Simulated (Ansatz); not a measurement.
Input and command of a calculation in Ansatz (plane waves; scalar-relativistic PAW potentials unless the input names others):

```yaml
crystal:
  lattice:
    - [0.0, 4.2009058496, 4.2009058496]
    - [4.2009058496, 0.0, 4.2009058496]
    - [4.2009058496, 4.2009058496, 0.0]
  atoms:
    - { symbol: Na, position: [0.75, 0.75, 0.75] }
    - { symbol: Na, position: [0.25, 0.25, 0.25] }
    - { symbol: Na, position: [0.5, 0.5, 0.5] }
    - { symbol: As, position: [0.0, 0.0, 0.0] }
    - { symbol: F, position: [0.7585811931, 0.2414188069, 0.2414188069] }
    - { symbol: F, position: [0.2414188069, 0.2414188069, 0.7585811931] }
    - { symbol: F, position: [0.2414188069, 0.7585811931, 0.7585811931] }
    - { symbol: F, position: [0.2414188069, 0.7585811931, 0.2414188069] }
    - { symbol: F, position: [0.7585811931, 0.2414188069, 0.7585811931] }
    - { symbol: F, position: [0.7585811931, 0.7585811931, 0.2414188069] }
basis:
  ecutwfc: 420
kpoints:
  mp_grid: { grid: [6, 6, 6] }
hamiltonian:
  xc: pbesol
scf:
  occupations: { method: fixed }
  max_iter: 75
output:
  forces: true
  eigenvalues: true
  stress: true
```

```bash
ansatz run input.yaml --threads 2 --pin off --max-ram 5120MiB --backend cpu --events-out ev --progress --plain --runs-dir out
```

Abridged log:
```
Pseudopotentials: kind: paw
Pseudopotential: Na, paw, valence charge 9, recommended cutoff 420 eV (normal)
Pseudopotential: As, paw, valence charge 15, recommended cutoff 420 eV (normal)
Pseudopotential: F, paw, valence charge 7, recommended cutoff 420 eV (normal)
Functional definition: PBEsol
Crystal: 10 atoms, lattice volume = 148.272 Å³
Basis set: ecut = 420 eV, 2891 PW (Γ), exchange–correlation on 80×80×80 points (8 copies of the dense FFT grid, shifted against one another)
Bands: 52, of which v1, the nominal top of the filled ones, is band 42 counted from 1 (41 counted from 0)
Symmetry: 48 space group operations
Space group: Fm-3m (ITA 225), of the structure as read, at distance tolerance 5.3e-5 Å
k-points: 16 of 216
Initial density: superposition of atomic densities (neutral atoms: chi_scale 0, normalization atom), corrected by the library's trained network
Initial wavefunctions: pseudopotential atomic-orbital guess
Functional: x = pbesol(κ = 0.804, μ = 0.12345679), c = pbesol(β = 0.046)
SCF iter   1: F=—  HF=-14050.164735 eV  |F-HF|=—  |Δ(HF+E_count)|=         —  Δρ=1.27e-2  dr2=1.55e-1  ethr=1.77e-3  ⟨swp⟩=5.0  Hψ=2777  notcnv=0  defer=105
SCF iter   2: F=—  HF=-14050.121666 eV  |F-HF|=—  |Δ(HF+E_count)|=   4.31e-2  Δρ=3.15e-3  dr2=6.77e-3  ethr=1.84e-4  ⟨swp⟩=2.2  Hψ=1415  notcnv=0  defer=115
SCF iter   3: F=—  HF=-14050.120057 eV  |F-HF|=—  |Δ(HF+E_count)|=   1.61e-3  Δρ=8.35e-4  dr2=6.85e-4  ethr=8.06e-6  ⟨swp⟩=2.0  Hψ=1188  notcnv=0  defer=91
automatic band count: iteration 3 solves 50 bands in place of 52: the levels show a gap, and the empty bands left out lie too high to hold charge; the band table lists the bands solved (type scf.n_extra_bands for more)
SCF iter   4: F=—  HF=-14050.120204 eV  |F-HF|=—  |Δ(HF+E_count)|=   1.47e-4  Δρ=2.32e-4  dr2=8.47e-5  ethr=8.16e-7  ⟨swp⟩=2.0  Hψ=1034  notcnv=0  defer=89
SCF iter   5: F=—  HF=-14050.120381 eV  |F-HF|=—  |Δ(HF+E_count)|=   1.77e-4  Δρ=4.92e-5  dr2=6.36e-6  ethr=1.01e-7  ⟨swp⟩=2.0  Hψ=1397  notcnv=0  defer=55
SCF iter   6: F=—  HF=-14050.120384 eV  |F-HF|=—  |Δ(HF+E_count)|=   2.38e-6  Δρ=2.19e-5  dr2=9.65e-7  ethr=7.57e-9  ⟨swp⟩=2.0  Hψ=1329  notcnv=0  defer=72
SCF iter   7: F=-14050.120384 eV  HF=-14050.120384 eV  |F-HF|=9.81e-9  |Δ(HF+E_count)|=   4.09e-7  Δρ=3.72e-6  dr2=2.59e-8  ethr=1.19e-10  ⟨swp⟩=8.6  Hψ=4038  notcnv=0
SCF 1 converged in 7 iterations: F = -14050.120384 eV  dr2 = 2.59e-8
SCF converged after 7 iterations
Free energy (F): -14050.120384 eV
Harris-Foulkes:  -14050.120384 eV  (|F-HF|=9.81e-9)
Internal energy: -14050.120384 eV  (E = F + TS)
E sigma→0 (E₀):  -14050.120384 eV
Fermi energy:    3.099417 eV
--- Forces (eV/Å), atoms counted from 1 ---
  atom   1  Na     0.00000000     0.00000000     0.00000000
  atom   2  Na     0.00000000     0.00000000     0.00000000
  atom   3  Na     0.00000000     0.00000000     0.00000000
  atom   4  As     0.00000000     0.00000000     0.00000000
  atom   5  F      0.00118293     0.00000000     0.00000000
  atom   6  F      0.00000000     0.00000000     0.00118293
  atom   7  F     -0.00118293     0.00000000     0.00000000
  atom   8  F      0.00000000     0.00118293     0.00000000
  atom   9  F      0.00000000    -0.00118293     0.00000000
  atom  10  F      0.00000000     0.00000000    -0.00118293
--- Stress (GPa, compression-positive) ---
       -0.017356       0.000000       0.000000
        0.000000      -0.017356       0.000000
        0.000000       0.000000      -0.017356
  P = ⅓ Tr σ = -0.0174 GPa (-0.174 kbar)
```

One setting here is unusual or wrong in general: fixed occupations typed without regard to the gap (scf.occupations: {"method": "gaussian", "width": 0.02} → {"method": "fixed"}). For this cell it did little harm to the result: the run converged in 7 SCF iterations with an energy at zero smearing within 0.01 meV/atom of the reference's, pressure -0.02 GPa, largest force 0.001 eV/Å, gap on the mesh 3.70 eV. A reference run on usual settings, whose relaxation ended at this geometry, converged, and the end of its own relaxation has pressure -0.02 GPa, largest force 0.001 eV/Å, gap on the mesh 3.70 eV.

It took 3.8 s on 2 threads of Arm Neoverse V1, on a shared host, peak memory 0.44 GiB.